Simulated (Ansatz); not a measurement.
Si₂Ni:
```xyz
3
Lattice="3.9837 0.0000 0.0000 -1.9918 3.4500 0.0000 0.0000 0.0000 4.6183" Properties=species:S:1:pos:R:3 pbc="T T T"
Ni     0.0000     0.0000     0.0000
Si     0.0000     2.3000     2.3091
Si     1.9918     1.1500     2.3091
```

This is the PBE+D3(BJ)-relaxed structure.

All from DFT-PBE+D3(BJ) in the program Ansatz with PAW potentials, unless another level is named. Estimate the electronic character.

metallic (no gap).

Give the density of states at the Fermi level.

0.76 states/eV per atom (mean over ±0.08 eV).

What about the formation energy from the elements (no fitted shifts)?

82 kJ/mol of atoms.

Space group P6/mmm. The cell is a constructed one: a structure type filled with these elements; neither database checked (COD, Materials Project) lists it. It is not the phase usual at ambient conditions (space group No. 225). The cell was relaxed with PBE+D3(BJ) under the symmetry of its start; its stability against distortions is not shown here. The workflow began spin-polarised and lost its moments. The references are the lowest solids computed at this level, not always the standard phases.

Potentials: the later of the program's two PAW sets.
